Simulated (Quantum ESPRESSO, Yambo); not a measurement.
**Quasiparticle gap of Mg3ZnO4**

```cif
data_Mg6O8Zn2
_chemical_formula_sum 'O8 Mg6 Zn2'
_space_group_name_H-M_alt 'Cmmm'
_space_group_IT_number 65
_space_group_name_Hall '-C 2 2'
_cell_length_a 6.04600
_cell_length_b 8.55341
_cell_length_c 3.02808
_cell_angle_alpha 90.000
_cell_angle_beta 90.000
_cell_angle_gamma 90.000
loop_
_atom_site_label
_atom_site_type_symbol
_atom_site_symmetry_multiplicity
_atom_site_Wyckoff_symbol
_atom_site_fract_x
_atom_site_fract_y
_atom_site_fract_z
_atom_site_occupancy
O1 O 4 i 0.00000 0.25318 0.00000 1
O2 O 4 h 0.24407 0.50000 0.50000 1
Mg1 Mg 2 b 0.00000 0.50000 0.00000 1
Mg2 Mg 4 f 0.25000 0.25000 0.50000 1
Zn1 Zn 2 a 0.00000 0.00000 0.00000 1
```
(The calculation used a cell of 8 atoms; values per cell refer to that cell.)

The geometry is that of Materials Project entry mp-753315, symmetrised and not relaxed again.

Starting point: LDA (Quantum ESPRESSO, PseudoDojo norm-conserving, 84 Ry, scalar-relativistic). G0W0 in Yambo: 2×2×4 Γ-centred k mesh, bands 8 to 167 and a 8 Ry block in the screening, 167 bands in G with the Bruneval-Gonze terminator, plasmon pole fitted at 27.2 eV.

```json
{
 "LDA gap along the band path": "3.13 eV",
 "LDA gap between the mesh's edge points ((0, -0.5, 0) → Γ)": "3.13 eV",
 "G0W0 gap between the same points": "5.38 eV",
 "LDA smallest direct gap on the mesh (at Γ)": "3.17 eV",
 "G0W0 direct gap at that point": "5.48 eV"
}
```

| k point | band | E LDA (eV) | E QP (eV) | shift (eV) | Z |
|---|---|---|---|---|---|
| Γ | VB | -0.04 | -1.19 | -1.15 | 0.80 |
| Γ | CB | 3.13 | 4.28 | 1.16 | 0.84 |
| (0, 0, -0.5) | VB | -0.03 | -1.16 | -1.12 | 0.79 |
| (0, 0, -0.5) | CB | 7.12 | 8.89 | 1.77 | 0.82 |
| (0, -0.5, 0) | VB | 0.00 | -1.10 | -1.10 | 0.80 |
| (0, -0.5, 0) | CB | 5.25 | 6.64 | 1.40 | 0.82 |
| (0, -0.5, -0.5) | VB | -0.49 | -1.72 | -1.23 | 0.80 |
| (0, -0.5, -0.5) | CB | 6.87 | 8.63 | 1.75 | 0.83 |
| (-0.5, -0.5, 0) | VB | -0.15 | -1.26 | -1.11 | 0.79 |
| (-0.5, -0.5, 0) | CB | 5.73 | 7.23 | 1.50 | 0.82 |
| (-0.5, -0.5, -0.5) | VB | -0.02 | -1.17 | -1.15 | 0.80 |
| (-0.5, -0.5, -0.5) | CB | 6.08 | 7.78 | 1.70 | 0.84 |

Energies count from the LDA valence-band maximum.

Nearest settings tried, and what they do to the gap: 115 bands in G: +10 meV; 115 bands in W, 115 bands in G: +70 meV; 7 Ry block (175 vectors against 219): -39 meV. Not varied: mesh. So the settings aren't converged at that level. Oxides, nitrides and fluorides with a shallow 3d shell are known to need far more bands and larger blocks.

The structure is a Materials Project entry; no match was found in the copy of COD used, and its stability was not checked.
